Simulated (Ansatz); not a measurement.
# Mg₂Rh: strain energy, fitted

Mg₂Rh, I4/mmm, a = 3.168 Å, c = 10.041 Å. The structure is a Materials Project entry; whether it is the stable form wasn't checked. Ansatz: PBEsol, PAW, 420 eV, Γ-centred 12×12×4 mesh on 6 atoms, Gaussian smearing 0.10 eV; no spin polarisation. Series: uniaxial strain along c, with a, b and atoms relaxed; x is the strain in per cent. y is the free energy over the unstrained cell, V0 = 16.793 Å³/atom.

| x (%) | y (meV/atom) |
| --- | --- |
| -3.0 | ? |
| -2.0 | 1.11 |
| -1.0 | 0.36 |
| 0.0 | 0.00 |
| 1.0 | 0.00 |
| 2.0 | 0.35 |

**Question.** Fit y = c2 x² + c3 x³ to the other rows, turn c2 into a modulus, and predict the missing energy.

**Answer.** Least squares on the rows shown. y = 0.1824 x² − 0.04954 x³. In eV per unit strain² c2 is 1.824; this is Young's modulus along the axis (E = ½ Y V0 ε²): 2 × 1.824 × 160.2 / (16.793) = 35 GPa. Energies this small carry numerical noise of a few hundredths of a meV. The unstrained cell keeps some stress along the strain, worth a slope of -0.17 meV/atom per %, which the form leaves out. At x = -3.0 the fit asked for gives 2.98 meV/atom. The run gave 2.25 meV/atom, so the fit is 0.73 meV/atom too high, 32 % of the span of the series, against an rms of 0.09 meV/atom on the fitted rows. The row lies outside the fitted range. With a term in x⁴ added, a fit to the same known rows predicts 3.02 meV/atom, no real gain.